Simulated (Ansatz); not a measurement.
LiF:
```yaml
crystal:
  lattice:
    - [3.08134, 0.00000, 0.00000]
    - [-1.54067, 2.66852, 0.00000]
    - [0.00000, 0.00000, 4.78693]
  atoms:
    - { symbol: Li, position: [0.33333, 0.66667, 0.38238] }
    - { symbol: Li, position: [0.66667, 0.33333, 0.88238] }
    - { symbol: F, position: [0.33333, 0.66667, 0.99261] }
    - { symbol: F, position: [0.66667, 0.33333, 0.49261] }
```

Cartesian axes are those of the cell as given.

Task: Give the high-frequency dielectric tensor and the Born effective charge tensors of the independent atoms from DFPT, plane-wave PAW r²SCAN (Ansatz code).

Result: 
ε∞:
```
1.83  0.00  0.00
0.00  1.83  0.00
0.00  0.00  1.84
```
Z* of atom 1 (Li), rows: field, columns: displacement, in e:
```
0.98  0.00  0.00
0.00  0.98  0.00
0.00  0.00  0.99
```
Z* of atom 3 (F), rows: field, columns: displacement, in e:
```
-0.98   0.00   0.00
 0.00  -0.98   0.00
 0.00   0.00  -0.99
```

Static charges for comparison (Bader): Li1 +0.91, F3 -0.91 e. Born charges measure polarisation by displacement and can exceed these by far.

Space group P6_3mc (wurtzite). The workflow started from a Materials Project entry (that database holds measured and hypothetical structures alike); the Crystallography Open Database copy checked does not list it. It is not the phase usual at ambient conditions (space group No. 225). The r²SCAN relaxation kept the symmetry of its start; phonons on a q-mesh show no instability.

Potentials: the later of the program's two PAW sets.
